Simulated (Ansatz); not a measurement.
Single point in Ansatz 0.2.0 with PBE, no spin polarisation. Cutoff 420 eV, PAW datasets, 8×8×5 Γ-centred k mesh, fermi-dirac filling (width 0.1 eV).

Computed maps in the lattice plane spanned by a (left to right, 5.22 Å, 16 points from zero) and b (bottom to top, 5.22 Å, 16 points from zero), 120° apart, at height 0.250 along c. The fields are smooth PAW ones with compensation charges, not the true ones near nuclei.

Valence density. Digits on a logarithmic scale: 0 up to 0.03 e/Å³, each further digit a factor of 1.6, 9 from 1.3 e/Å³ up:
```
8765579999755678
6655579997555667
5555567765555566
5555555555555555
6776555567765555
9997555799975557
9997557999975579
9996569999965699
9975579999755799
9755579997555799
6555567765555677
5555555555555555
5665555567765555
6766555799975556
8876557999975567
9865569999965568
```

Question: The cell is LiCu$_{6}$Ge$_{6}$. Which atoms lie within 0.2 Å of this plane, and where (fractions of a and b)?

Answer: Cu at (0.50, 0.00), Cu at (0.50, 0.50), Cu at (0.00, 0.50). The whole cell:
```yaml
crystal:
  lattice:
    - [5.22271, 0.00000, 0.00000]
    - [-2.61136, 4.52301, 0.00000]
    - [0.00000, 0.00000, 7.99650]
  atoms:
    - { symbol: Cu, position: [0.50000, 0.00000, 0.24980] }
    - { symbol: Cu, position: [0.50000, 0.50000, 0.24980] }
    - { symbol: Cu, position: [0.00000, 0.50000, 0.24980] }
    - { symbol: Cu, position: [0.00000, 0.50000, 0.75020] }
    - { symbol: Cu, position: [0.50000, 0.50000, 0.75020] }
    - { symbol: Cu, position: [0.50000, 0.00000, 0.75020] }
    - { symbol: Ge, position: [0.00000, 0.00000, 0.33430] }
    - { symbol: Ge, position: [0.00000, 0.00000, 0.66570] }
    - { symbol: Ge, position: [0.33330, 0.66670, 0.50000] }
    - { symbol: Ge, position: [0.66660, 0.33330, 0.50000] }
    - { symbol: Li, position: [0.00000, 0.00000, 0.00000] }
    - { symbol: Ge, position: [0.33330, 0.66670, 0.00000] }
    - { symbol: Ge, position: [0.66660, 0.33330, 0.00000] }
```

Origin: a known structure type with other elements, at an estimated volume, so it need not be a known compound.
